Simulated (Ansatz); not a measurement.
KMgF$_{3}$ (cubic perovskite, Pm-3m) at seven volumes, HSE06 in the plane-wave PAW code Ansatz, scaled uniformly. One row is withheld.

```
V (Å³/atom)  P (GPa)
-----------  -------
11.695          8.50
12.081          5.19
12.466             ?
12.852          0.00
13.237         -2.02
13.623         -3.74
14.009         -5.19
```

Fit the shown pressures and predict the withheld one.

P = (3/2)B₀(x^(7/2) − x^(5/2))[1 + (3/4)(B′ − 4)(x − 1)] with x = (V₀/V)^(2/3). Least squares on the six rows gives V₀ = 12.852 Å³/atom, B₀ = 73.0 GPa, B′ = 4.46. At V = 12.466, x = 1.0205 and P = 2.38 GPa. The run itself gave 2.38 GPa.

The cell was relaxed with HSE06 under the symmetry of its start.

Potentials: the later of the program's two PAW sets.
